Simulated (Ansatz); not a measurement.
## Computed properties of TaRu

TaRu:
```
CELL_PARAMETERS angstrom
      3.04606     0.00000     0.00000
      0.00000     3.04606     0.00000
      0.00000     0.00000     3.39093
ATOMIC_POSITIONS crystal
  Ta 0.50000 0.50000 0.50000
  Ru 0.00000 0.00000 0.00000
```

Space group P4/mmm (No. 123), L1₀ or tetragonal B2; conventional cell a = 3.0461 Å, b = 3.0461 Å, c = 3.3909 Å, α = 90.00°, β = 90.00°, γ = 90.00°.

Method: r²SCAN in the plane-wave PAW code Ansatz. Structure relaxed to zero pressure with the same functional. Other levels are named where they apply.

### Cell and energy

Volume per atom: 15.73 Å³
Density: 14.88 g/cm³
Formation energy from the elements (no fitted shifts): -0.36 eV/atom

### Electronic structure

Electronic character: metallic (no gap)
Density of states at the Fermi level: 0.93 states/eV per atom (mean over ±0.08 eV)
Gap with spin–orbit coupling: none (metallic)

### Mechanics

Bulk modulus (Birch–Murnaghan fit): 2680 kbar
Pressure derivative B′: 4.1
Elastic constants (relaxed ions, GPa): C11 = 415, C12 = 192, C13 = 209, C33 = 376, C44 = 71.7, C66 = 69.6
Mechanical stability: stable (all eigenvalues of C positive)
Hill bulk and shear moduli: 269 and 81.0 GPa
Young's modulus: 221 GPa
Poisson's ratio: 0.36
Debye temperature from the elastic constants: 312 K

### Phonons

- Highest zone-centre frequency: 154 cm⁻¹
- Zone-centre stability: no imaginary mode at Γ

### Charges

- Bader charges = Ta +1.20, Ru -1.20 e

The first step of the workflow began from a Materials Project structure, measured or hypothetical; the Crystallography Open Database files this formula in space group No. 123, but the cells were not matched. Whether it is the stable phase at ambient conditions was not checked. The r²SCAN relaxation kept the symmetry of its start. The run is not spin-polarised. As this level gives no gap, shear constants depend on the k-mesh and smearing (Fermi–Dirac, 0.1 eV here). As this level gives no gap, phonon frequencies hold no LO–TO term and depend on the k-mesh and smearing (Fermi–Dirac, 0.1 eV here). Axis ratios of metals converge slowly with the k-mesh, so a and c are less sure than the volume. The references are the lowest solids computed at this level, not always the standard phases. Scalar-relativistic: spin–orbit coupling is off unless named, which matters more the heavier the elements.

Potentials: the earlier of the program's two PAW sets. The files were generated under PBE; for other functionals the program regenerates the frozen cores, and for LDA and PBEsol the local potential too.
